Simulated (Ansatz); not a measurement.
# Convergence of CsRb3 with the plane-wave cutoff

All numbers below come from Ansatz, DFT PBEsol, scalar-relativistic, plane waves, PAW.

```yaml
crystal:
  lattice:
    - [-3.70127, 3.70127, 7.41769]
    - [3.70127, -3.70127, 7.41769]
    - [3.70127, 3.70127, -7.41769]
  atoms:
    - { symbol: Cs, position: [0.00000, 0.00000, 0.00000] }
    - { symbol: Rb, position: [0.75000, 0.25000, 0.50000] }
    - { symbol: Rb, position: [0.25000, 0.75000, 0.50000] }
    - { symbol: Rb, position: [0.50000, 0.50000, 0.00000] }
```

- Γ-centred k-mesh: 8×8×8
- occupation rule: Gaussian smearing, 0.1 eV
- spin treatment: unpolarised
- valence charge of the PAW sets: Cs 9, Rb 9

The atoms stay fixed while the plane-wave cutoff is varied. ΔE is the energy extrapolated to zero smearing, less that of the reference run (500 eV). The cell isn't necessarily relaxed at this level. Spin–orbit coupling is left out. Pressure is positive in compression and holds a correction for the finite cutoff (Pulay stress).

Task: One run gave ΔE = 17.7 meV/atom and P = -0.23 GPa. Which plane-wave cutoff did it use, of 250, 300, 350, 420?

Result: 250 eV. All runs:

```csv
cutoff (eV),ΔE (meV/atom),P (GPa),plane waves at Γ
250,17.7,-0.23,3675
300,2.36,-0.23,4861
350,0.33,-0.23,6063
420,0.03,-0.23,7937
500,0.00,-0.23,10383
```